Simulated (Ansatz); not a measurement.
# From the elastic tensor of AlN at 8 GPa (stress–strain coefficients) to moduli and sound speeds

Method: DFT LDA, scalar-relativistic, plane waves, PAW (Ansatz). Settings: 420 eV plane-wave cutoff, Γ-centred 10×10×10 mesh, fixed occupations. No spin polarisation.

It takes space group F-43m (No. 216, cubic). The conventional cell has a = 4.291 Å, b = 4.291 Å, c = 4.291 Å, α = 90.00°, β = 90.00°, γ = 90.00°. Around Al (site symmetry -43m) lie 4 N at 1.86 Å. N (site symmetry -43m) has 4 Al at 1.86 Å as nearest neighbours.

Other phases may be more stable at this pressure.

Relaxed-ion constants (GPa, on the Cartesian axes of the calculation):
```
326.3 197.0 197.0   0.0   0.0   0.0
197.0 326.3 197.0   0.0   0.0   0.0
197.0 197.0 326.3   0.0   0.0   0.0
  0.0   0.0   0.0 193.4   0.0   0.0
  0.0   0.0   0.0   0.0 193.4   0.0
  0.0   0.0   0.0   0.0   0.0 193.4
```

Density 3.445 g/cm³; 2 atoms in 19.75 Å³.

The values that follow are for a polycrystal of randomly turned grains, by Hill's mean where one number stands. In a crystal this anisotropic the Voigt and Reuss bounds lie far apart, so Hill's mean and the sound speeds and Debye temperature from it are rough.

With S = C⁻¹: B_V = (C11+C22+C33+2(C12+C13+C23))/9, G_V = (C11+C22+C33−C12−C13−C23+3(C44+C55+C66))/15, 1/B_R = S11+S22+S33+2(S12+S13+S23), 15/G_R = 4(S11+S22+S33−S12−S13−S23)+3(S44+S55+S66); Hill is their mean. Then v_l = √((B+4G/3)/ρ), v_t = √(G/ρ), v_m = [(2/v_t³+1/v_l³)/3]^(−1/3) and Θ = (ħ/k_B)·v_m·(6π²n/V)^(1/3) for n atoms in the volume V; E = 9BG/(3B+G), ν = (3B−2G)/(2(3B+G)) and A^U = 5G_V/G_R + B_V/B_R − 6.

```
Bulk modulus, Voigt / Reuss / Hill          : 240.1 / 240.1 / 240.1 GPa
Shear modulus, Voigt / Reuss / Hill         : 141.9 / 107.6 / 124.8 GPa
Young's modulus                             : 319 GPa
Poisson ratio                               : 0.279
Pugh ratio B/G                              : 1.92
Universal anisotropy index                  : 1.59
Longitudinal and transverse sound speeds    : 10862 and 6018 m/s
Debye temperature from the mean sound speed : 930 K
```

This zinc-blende form isn't the usual stable structure of the compound at low pressure.

Cost: 1 run of about 0.26 core-minutes, on Intel Xeon Platinum 8559C (Emerald Rapids) (shared hosts).